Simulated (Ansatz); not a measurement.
ScAl: how the plane-wave cutoff moves the results

All numbers below come from DFT PBEsol, scalar-relativistic, plane waves, PAW in Ansatz 0.2.0.

```
Sc Al
1.0
     2.27803   -5.34786    0.03687
     2.10114    5.27497    0.01383
     0.04419   -0.00827    3.74595
Sc Al
2 2
Cartesian
  2.1977 -3.9739 0.9564
  2.1411 3.8248 2.8137
  2.1226 -1.0404 0.9244
  2.1610 0.8941 2.8541
```

```json
{
 "Γ-centred k-mesh": "8×8×8",
 "occupation rule": "Gaussian smearing, 0.1 eV",
 "spin treatment": "unpolarised",
 "valence charge of the PAW sets": "Sc 11, Al 3"
}
```

The atoms stay fixed while the plane-wave cutoff is varied. ΔE is the energy extrapolated to zero smearing, less that of the reference run (420 eV). The cell was strained and its atoms displaced at random, so that forces don't vanish. Pressure is positive in compression and holds a correction for the finite cutoff (Pulay stress).

(1) Tried: 200, 250, 300, 350, 420 eV. From which plane-wave cutoff on does the energy per atom stay within 100, 10 and 1 meV of the reference?

Results:

(1) 300 for 100 meV, 350 for 10 meV, none but the reference for 1 meV. The reference itself isn't shown to be converged. At 350 eV, where the energy is within 10 meV, force components already agree to within 0.003 eV/Å, where the largest force is 0.659 eV/Å.

| cutoff (eV) | ΔE (meV/atom) | P (GPa) | largest change of a force component (eV/Å) | plane waves at Γ |
| --- | --- | --- | --- | --- |
| 200 | 1379 | -1.36 | 0.101 | 553 |
| 250 | 219 | -2.81 | 0.027 | 785 |
| 300 | 31.1 | -3.15 | 0.041 | 1025 |
| 350 | 4.07 | -3.24 | 0.003 | 1305 |
| 420 | 0.00 | -3.26 | 0.000 | 1713 |

1 further run of this set didn't finish or converge.